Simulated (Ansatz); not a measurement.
**Computed properties of IrRu**

IrRu:
```
CELL_PARAMETERS angstrom
      1.33433     0.77038     4.36727
     -1.33433     0.77038     4.36727
      0.00000    -1.54075     4.36727
ATOMIC_POSITIONS crystal
  Ru 0.50000 0.50000 0.50000
  Ir 0.00000 0.00000 0.00000
```

Space group R-3m (No. 166); conventional cell a = b = 2.669 Å, c = 13.102 Å, α = β = 90.00°, γ = 120.00°.

Method: LDA in the plane-wave PAW code Ansatz. Geometry: relaxed at this level of theory. Other levels are named where they apply.

Cell and energy:

| Item | Value |
|---|---|
| Volume per atom | 13.47 Å³ |
| Density | 18.08 g/cm³ |
| Formation energy from the elements (no fitted shifts) | -0.011 eV/atom |

Electronic structure:

| Property | Value |
|---|---|
| Electronic character | metallic (no gap) |
| Density of states at the Fermi level | 0.87 states/eV per atom (mean over ±0.08 eV) |

Mechanics:

| Property | Value |
|---|---|
| Bulk modulus (Birch–Murnaghan fit) | 386 GPa |
| Pressure derivative B′ | 4.9 |

Phonons:

| Property | Result |
|---|---|
| Highest zone-centre frequency | 210 cm⁻¹ |
| Zone-centre stability | no imaginary mode at Γ |

The first step of the workflow began from a Materials Project structure, measured or hypothetical; the Crystallography Open Database copy checked does not list it. With Ru and Ir taken as one species the cell has the higher symmetry Fm-3m, so it may be an ordered model of a mixed-site phase. Its standing as an ambient phase is unchecked. The LDA relaxation kept the symmetry of its start. The run is not spin-polarised. As this level gives no gap, phonon frequencies hold no LO–TO term and depend on the k-mesh and smearing (Fermi–Dirac, 0.1 eV here). Axis ratios of metals converge slowly with the k-mesh, so a and c are less sure than the volume. The references are the lowest solids computed at this level, not always the standard phases. Scalar-relativistic: spin–orbit coupling is off unless named, which matters more the heavier the elements.

Potentials: the later of the program's two PAW sets.
